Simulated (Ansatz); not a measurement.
AlNi₃ (Cu3Au type, space group No. 221) under volume change, PBE in the plane-wave PAW code Ansatz, scaled uniformly.

```json
[
 {"V (Å³/atom)": "10.323", "E − E(relaxed) (meV/atom)": "62.0", "P (GPa)": "21.28"},
 {"V (Å³/atom)": "10.664", "E − E(relaxed) (meV/atom)": "25.9", "P (GPa)": "12.95"},
 {"V (Å³/atom)": "11.004", "E − E(relaxed) (meV/atom)": "6.1", "P (GPa)": "5.93"},
 {"V (Å³/atom)": "11.344", "E − E(relaxed) (meV/atom)": "0.0", "P (GPa)": "-0.01"},
 {"V (Å³/atom)": "11.684", "E − E(relaxed) (meV/atom)": "5.5", "P (GPa)": "-5.04"},
 {"V (Å³/atom)": "12.025", "E − E(relaxed) (meV/atom)": "20.9", "P (GPa)": "-9.28"},
 {"V (Å³/atom)": "12.365", "E − E(relaxed) (meV/atom)": "44.5", "P (GPa)": "-12.86"}
]
```

**Question.** What does a third-order Birch–Murnaghan fit give for V₀, B₀ and B′?

**Answer.** V₀ = 11.34 Å³/atom, B₀ = 182 GPa, B′ = 4.6.

Space group Pm-3m (Cu3Au type). Symmetry was held in the PBE relaxation. The final state is ferromagnetic, the only order run, not a proven ground state.

Potentials: the later of the program's two PAW sets.
